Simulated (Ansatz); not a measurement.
This cell of Mg2Si (antifluorite type, space group Fm-3m) is off equilibrium:

```
Mg2Si
1.0
    0.00000     3.13941     3.13941
    3.13941     0.00000     3.13941
    3.13941     3.13941     0.00000
Si Mg
1 2
Cartesian
  0.00000   0.00000   0.00000
  1.56970   1.56970   1.56970
  4.70911   4.70911   4.70911
```

The numbers are results of PBE (plane waves to 420 eV, PAW, scalar-relativistic; Ansatz, a program for electronic structure), not measurements. k mesh 9×9×9 (Γ-centred), Fermi-Dirac smearing 0.05 eV. Energies are smeared free energies. Compression counts positive. Mg2Si was relaxed with its symmetry unable to fall.

What is the stress tensor (GPa)?


```
   2.39     0.00     0.00
   0.00     2.39     0.00
   0.00     0.00     2.39
```
The pressure, a third of the trace, is 2.39 GPa.

It is the relaxed cell scaled evenly to V/V₀ = 0.960, atoms relaxed where free. What is its energy relative to the relaxed cell?

6.2 meV/atom.

(Under strain, the slope of the energy per volume gives the stress and its curvature an elastic modulus.)
